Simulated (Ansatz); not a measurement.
Guessed and relaxed cells of MnCoC4N4

Recipe of this trial structure of MnCoC4N4: two interpenetrating cyanide-bridged diamond nets (P-43m, No. 215). Its size is a rough estimate.

POSCAR.start

```
Mn Co C N
1.0
     5.90860    0.00000    0.00000
     0.00000    5.90860    0.00000
     0.00000    0.00000    5.90860
Mn Co C N
1 1 4 4
Cartesian
  2.9543 2.9543 2.9543
  0.0000 0.0000 0.0000
  1.1068 1.1068 1.1068
  1.1068 4.8018 4.8018
  4.8018 1.1068 4.8018
  4.8018 4.8018 1.1068
  1.7823 1.7823 1.7823
  1.7823 4.1263 4.1263
  4.1263 1.7823 4.1263
  4.1263 4.1263 1.7823
```

These are results of DFT PBE, scalar-relativistic, plane waves, PAW in Ansatz, not measurements. Cutoff 420 eV, Gaussian smearing, Γ-centred meshes. Cell and atoms relax on a converged mesh. The steps can't lower the symmetry of their start, moments included. Collinear spin, starting moments 4 -3 0 0 0 0 0 0 0 0 μB in the order of the atoms.

POSCAR.end

```
Mn Co C N
1.0
     5.86233    0.00000    0.00000
     0.00000    5.86233    0.00000
     0.00000    0.00000    5.86233
Mn Co C N
1 1 4 4
Direct
  0.50000 0.50000 0.50000
  0.00000 0.00000 0.00000
  0.18771 0.18771 0.18771
  0.18771 0.81229 0.81229
  0.81229 0.18771 0.81229
  0.81229 0.81229 0.18771
  0.30333 0.30333 0.30333
  0.30333 0.69667 0.69667
  0.69667 0.30333 0.69667
  0.69667 0.69667 0.30333
```

The symmetry stays P-43m (No. 215). The volume per atom shrinks by 2.3 %, from 20.6 to 20.1 Å³. The shortest distance stays 1.17 Å (C–N).

| Property | Result |
| --- | --- |
| Volume per atom | 20.15 Å³ |
| Density | 1.80 g/cm³ |
| Formation energy | +0.341 eV/atom |
| Gap on the 6×6×6 mesh of the 10-atom cell | 1.02 eV |
| Net moment per atom | 0.20 μB |
| Moment by site | Mn 3.6; Co -1.8 μB |

Energies over the elements count from the elements' standard structures at the same level (N₂ as a molecule), with no fitted energy shifts. It can't be a ground state, since the elements alone are lower.

The last run used collinear spin and Gaussian smearing of 0.02 eV. Kohn–Sham gaps at this level usually fall short of measured ones. The reference form of C is held partly by dispersion forces, which this level lacks. The magnetic state reached may not be the lowest. Symmetry constrained the relaxation, so the result can be a saddle point. In all, the 2 runs took 2.6 min on 1 thread of Intel(R) Xeon(R) 6975P-C (Granite Rapids), with other jobs on the host. Site moments count only spheres around the atoms; the net moment includes the space between them.
